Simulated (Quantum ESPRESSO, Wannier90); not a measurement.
**Tight-binding from DFT: BP (wurtzite)**

Materials Project entry mp-1008559; symmetrised, unrelaxed at this level. Not found in the COD (Crystallography Open Database) copy used, which has the formula in other groups; not checked further. Method: PBEsol plane waves in Quantum ESPRESSO 7.5 (PseudoDojo norm-conserving files, 61 Ry, no spin polarisation, no spin-orbit coupling), Bloch states on a 12×12×6 mesh through Γ, Wannier90 4.0.1. Density: 12×12×6 mesh, cold smearing 0.01 Ry.

```
begin unit_cell_cart
ang
    3.1883199500    0.0000000000    0.0000000000
   -1.5941599750    2.7611660721    0.0000000000
    0.0000000000    0.0000000000    5.2900700000
end unit_cell_cart
mp_grid = 12 12 6
```

Neighbour vectors b of the finite-difference formula (Å⁻¹), by shell:

| shell | b_x | b_y | b_z |
|---|---|---|---|
| 1 | 0.00000 | 0.18963 | 0.00000 |
| 1 | 0.16422 | 0.09481 | 0.00000 |
| 1 | 0.00000 | -0.18963 | 0.00000 |
| 1 | 0.16422 | -0.09481 | 0.00000 |
| 1 | -0.16422 | -0.09481 | 0.00000 |
| 1 | -0.16422 | 0.09481 | 0.00000 |
| 2 | 0.00000 | 0.00000 | 0.19795 |
| 2 | 0.00000 | 0.00000 | -0.19795 |

Question: Find the weights w_b from the completeness condition Σ_b w_b b_α b_β = δ_αβ.

Answer: Shell 1: Σ b_x² = 0.108, Σ b_y² = 0.108, Σ b_z² = 0.000 Å⁻²
Shell 2: Σ b_x² = 0.000, Σ b_y² = 0.000, Σ b_z² = 0.078 Å⁻²
Each of the three diagonal sums, weighted, has to give 1 and the off-diagonal ones 0, which holds for w_1 = 9.27 Å², w_2 = 12.8 Å². Check on xx: 9.27×0.108 + 12.76×0.000 = 1.00.

On this mesh the 8 functions of bands 1-8 (valence bands; start: s functions at the bond centres, conv_tol = 1.0e-6) end with spreads 1.4395, 1.4395, 1.4844, 1.4395, 1.4844, 1.4395, 1.4395, 1.4395 Å², Ω_I = 10.5339 Å² and Ω_D = 0.0113 Å².

Ω_total is the sum of the spreads, 11.606 Å². Ω_OD = Ω_total − Ω_I − Ω_D = 1.061 Å². Only (Ω_D + Ω_OD)/Ω_total = 9.2 % depends on the gauge, and another start could lower the total by that share at most. The rms radius is √(Ω_total/8) = 1.20 Å.
